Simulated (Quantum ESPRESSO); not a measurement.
pw.x input (Quantum ESPRESSO 7.5; PBEsol, PseudoDojo standard norm-conserving files, fully relativistic):

```
&CONTROL
  calculation = 'scf'
  pseudo_dir = './pseudo'
  outdir = './out'
  tprnfor = .true.
  tstress = .true.
/
&SYSTEM
  ibrav = 0
  nat = 6
  ntyp = 2
  ecutwfc = 80.0
  ecutrho = 320.0
  occupations = 'smearing'
  smearing = 'fd'
  degauss = 0.002
  nbnd = 62
  noncolin = .true.
  lspinorb = .true.
/
&ELECTRONS
  conv_thr = 6e-10
/
ATOMIC_SPECIES
S 32.0600 S.upf
Mo 95.9500 Mo.upf
CELL_PARAMETERS angstrom
  3.149878492041   0.000000000000   0.000000000000
 -1.574939246020   2.727874792941   0.000000000000
  0.000000000000   0.000000000000  12.090819757000
ATOMIC_POSITIONS crystal
S   0.666666667000   0.333333333000   0.620468704700
S   0.333333333667   0.666666666333   0.379531295300
S   0.333333333667   0.666666666333   0.120468704700
S   0.666666667000   0.333333333000   0.879531295300
Mo   0.666666667000   0.333333333000   0.250000000000
Mo   0.333333333667   0.666666666333   0.750000000000
K_POINTS automatic
9 9 2 0 0 0
```

End of the output:

```

[...]
     the Fermi energy is    11.8658 ev
!    total energy              =    -369.64344294 Ry
     estimated scf accuracy    <          1.7E-10 Ry
     smearing contrib. (-TS)   =      -0.00000000 Ry
     internal energy E=F+TS    =    -369.64344294 Ry
     The total energy is F=E-TS. E is the sum of the following terms:
     one-electron contribution =    -159.39208224 Ry
     hartree contribution      =     102.75097987 Ry
     xc contribution           =     -66.33979487 Ry
     ewald contribution        =    -246.66254571 Ry
     convergence has been achieved in  11 iterations
     Forces acting on atoms (cartesian axes, Ry/au):
     atom    1 type  1   force =     0.00000000    0.00000000    0.00883261
     atom    2 type  1   force =     0.00000000    0.00000000   -0.00883261
     atom    3 type  1   force =     0.00000000    0.00000000    0.00883261
     atom    4 type  1   force =     0.00000000    0.00000000   -0.00883261
     atom    5 type  2   force =     0.00000000    0.00000000    0.00000000
     atom    6 type  2   force =     0.00000000    0.00000000   -0.00000000
     Total force =     0.017665     Total SCF correction =     0.000024
     Computing stress (Cartesian axis) and pressure
          total   stress  (Ry/bohr**3)                   (kbar)     P=       -9.54
  -0.00007460   0.00000000   0.00000000          -10.97        0.00        0.00
   0.00000000  -0.00007460   0.00000000            0.00      -10.97        0.00
   0.00000000   0.00000000  -0.00004527            0.00        0.00       -6.66
```
In a gapped system the printed Fermi energy is only some level inside the gap.

Geometry relaxed with PBE+D3(BJ).
